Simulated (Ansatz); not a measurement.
Relaxed-ion elastic tensor of BaHfO3 (cubic perovskite, Pm-3m) in GPa (Voigt order), the program Ansatz at the PBEsol level (PAW); density 8.40 g/cm³, 14.38 Å³ per atom.

```
 342  82.6  82.6   0.0   0.0   0.0
82.6   342  82.6   0.0   0.0   0.0
82.6  82.6   342   0.0   0.0   0.0
 0.0   0.0   0.0  92.4   0.0   0.0
 0.0   0.0   0.0   0.0  92.4   0.0
 0.0   0.0   0.0   0.0   0.0  92.4
```

Is the crystal mechanically stable?

Yes: the smallest eigenvalue of C is 92.4 GPa.

Work out the Voigt, Reuss and Hill averages.

K_V = 169, K_R = 169, K_H = 169; G_V = 107, G_R = 104, G_H = 106 GPa.

Give Young's modulus, Poisson's ratio, Pugh's ratio and the universal anisotropy index.

E = 9KG/(3K + G) = 263 GPa; ν = 0.24; K/G = 1.60 (brittle by the Pugh limit of 1.75); A_U = 5G_V/G_R + K_V/K_R − 6 = 0.14.

Estimate the sound speeds and the Debye temperature.

v_l = √((K + 4G/3)/ρ) = 6080 m/s, v_t = √(G/ρ) = 3550 m/s, mean 3940 m/s; Θ = (h/k)(3n/4πV)^(1/3) v_m = 482 K.

Give the Zener ratio and Young's modulus along [100], [110] and [111].

A = 2C44/(C11 − C12) = 0.71; 1/E = S11 − 2(S11 − S12 − S44/2)Γ with Γ = 0, 1/4, 1/3 gives 310, 250, 234 GPa.

The cell was relaxed with PBEsol under the symmetry of its start. No spin polarisation was allowed. Spin–orbit coupling is left out wherever it is not named.

Potentials: the earlier of the program's two PAW sets. The files were generated under PBE; for other functionals the program regenerates the frozen cores, and for LDA and PBEsol the local potential too.
